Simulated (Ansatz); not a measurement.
Relaxed AlN (zinc blende):

```yaml
crystal:
  lattice:
    - [0.00000, 4.36982, 4.36982]
    - [2.18491, 2.18491, 4.36982]
    - [2.18491, 2.18491, 0.00000]
  atoms:
    - { symbol: N, position: [0.00000, 0.75000, 0.75000] }
    - { symbol: N, position: [0.50000, 0.75000, 0.75000] }
    - { symbol: Al, position: [0.00000, 0.00000, 0.00000] }
    - { symbol: Al, position: [0.50000, 0.00000, 0.00000] }
```

The atoms are displaced by Q × the pattern below (from a DFPT mode at X = (0.5, 0.5, 0.0), largest move 1; Q in Å), at fixed cell. (q is in reciprocal vectors of the primitive cell; the cell shown is doubled to hold the pattern.)

| atom | x | y | z |
|---|---|---|---|
| N1 | 0.000 | 0.000 | 1.000 |
| N2 | 0.000 | 0.000 | -1.000 |

Atoms not listed stay in place.

Computed with r2SCAN (plane waves to 500 eV, PAW, scalar-relativistic; Ansatz, an electronic-structure program). k mesh 13×13×13 (Γ-centred), Fermi-Dirac smearing 0.05 eV. The energy includes the smearing's −TS. AlN was relaxed with its symmetry unable to fall. ΔE is measured from the undisplaced structure.

```json
[
 {"Q (Å)": "-0.180", "ΔE (meV/cell)": "875"},
 {"Q (Å)": "-0.120", "ΔE (meV/cell)": "391"},
 {"Q (Å)": "-0.060", "ΔE (meV/cell)": "98"},
 {"Q (Å)": "0.000", "ΔE (meV/cell)": "0"},
 {"Q (Å)": "0.060", "ΔE (meV/cell)": "98"},
 {"Q (Å)": "0.120", "ΔE (meV/cell)": "391"},
 {"Q (Å)": "0.180", "ΔE (meV/cell)": "875"}
]
```

**Question.** Which DFPT wavenumber at X = (0.5, 0.5, 0.0) belongs to this mode?
A. 350 cm⁻¹
B. 597 cm⁻¹
C. 728 cm⁻¹

**Answer.** C, 728 cm⁻¹. The curvature of the scan gives 728 cm⁻¹

(A displaced cell: forces are minus the slopes of the energy, force constants its curvatures, and phonons follow from these.)
